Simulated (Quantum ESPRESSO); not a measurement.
Different elements on one site among Au Mg Rh Ti

All numbers below are calculated, not measured. They come from Quantum ESPRESSO 7.5, a public plane-wave density functional program. Each row is one single-point run on a made-up periodic cell of eight metal atoms, with elements, volume, strain and displacements drawn at random and not relaxed, so a cell may be unstable or far from any real phase. There is no spin polarisation or spin-orbit coupling.

Settings: PBE unless stated; PseudoDojo standard norm-conserving files; Fermi-Dirac width 0.25 eV, which means electrons at about 2900 K; cutoff 1197 eV; 8 x 5 x 3 k mesh shifted half a step off Gamma. E is the free energy of the whole cell (internal energy minus TS), so a -TS column is already part of it. Stress is positive in tension, and the pressure P is minus a third of its trace.

Checks: one run of this series was repeated at a higher cutoff and on a denser mesh, which moved values by no more than 0.005 eV, 0.03 GPa and 0.005 eV/Å, and a second program with other atomic files agreed on it to 2 % rms in force and 0.5 GPa in pressure. Known limits: heavy elements are run without spin-orbit coupling, which real alloys of them have; a spin test at this wide smearing found no moment, but such smearing suppresses magnetism that the real alloy may have.

The lattice is face-centred cubic, and the cell vectors in Å are (0.011, -2.094, -2.099); (2.097, 4.164, -2.086); (8.268, -4.137, 4.104), a volume of 144.70 Å³. The elements on sites 1 to 8 are Ti Au Au Mg X Au Rh Ti. The runs change X and keep the cell and the displaced positions. The column v is a rough volume for each atom of the pure element, close to PBE values, from general knowledge and not from these runs. Energies are left out, as each element's file has its own zero.

```
run,X,v (Å³),-TS (eV),force on X (eV/Å),rms force (eV/Å),P (GPa)
1,In,27.5,-1.356,0.781,0.602,-1.59
2,Li,20.3,?,?,?,?
3,Pt,15.6,-1.605,1.299,0.700,-7.78
4,Mo,15.8,-1.687,1.015,0.606,-8.00
5,Ta,18.3,-1.564,0.633,0.542,-5.58
```

## Worked fit

A straight line through the runs shown gives P = -15.8 + 0.524 v GPa with v in Å³, an error of 0.060 on the slope and a scatter of 0.58 GPa. At this fixed volume the pressure tends to rise with the size of X.

## Withheld run

Question: what pressure should run 2, with Li, give?

The fit gives -5.16 ± 0.66 GPa. The calculation gave -6.05 GPa.
